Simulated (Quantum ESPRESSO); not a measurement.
```
RbH
1.0
    0.00000     3.00408     3.00408
    3.00408     0.00000     3.00408
    3.00408     3.00408     0.00000
H Rb
1 1
Direct
  0.00000   0.00000   0.00000
  0.50000   0.50000   0.50000
```

The geometry is that of Materials Project entry mp-24721, symmetrised and not relaxed again.

What does norm-conserving PBEsol (Quantum ESPRESSO, 72 Ry, scalar-relativistic) give for the electronic structure near the Fermi level?

The PBEsol gap is direct, 2.72 eV at L.
